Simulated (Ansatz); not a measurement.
Here is the system:

Starting cell, SrO (rock salt):

```
SrO
1.0
    0.00000     2.59750     2.59750
    2.59750     0.00000     2.59750
    2.59750     2.59750     0.00000
O Sr
1 1
Direct
  0.00000   0.00000   0.00000
  0.50000   0.50000   0.50000
```

Scan: atom 2 (Sr, nearest neighbour O at 2.598 Å; its periodic images, 3.7 Å or more away, move with it) is displaced along Cartesian [111], direction (0.577, 0.577, 0.577) in Cartesian axes, by s. The other atoms stay.

Level of theory: PBE (plane waves to 420 eV, PAW, scalar-relativistic; Ansatz, a quantum-chemistry and plane-wave program). k mesh 9×9×9 (Γ-centred), Fermi-Dirac smearing 0.05 eV. E stands for the smeared free energy. SrO was relaxed with its symmetry unable to fall. The zero of ΔE is the undisplaced structure.

The scan covers s from -0.780 to 0.780 Å in 11 points.

Q: Is the energy the same for equal positive and negative displacements?

A: Even: the same for both signs. With its periodic images moving along, the atom's site symmetry in this cell is m-3m.

Q: What force acts on the atom along the line at s = -0.780 Å?

A: 1.76 eV/Å.

Q: What is the energy change at s = 0.780 Å?

A: 666 meV/cell.

Q: What is the force constant k = d²E/ds² of this move at s = 0?

A: 1.80 eV/Å².

Q: With two atoms in the cell this is the zone-centre optical mode. What wavenumber follows (transverse: no LO-TO term)?

A: 190 cm⁻¹.

(A displaced cell: forces are minus the slopes of the energy, force constants its curvatures, and phonons follow from these.)
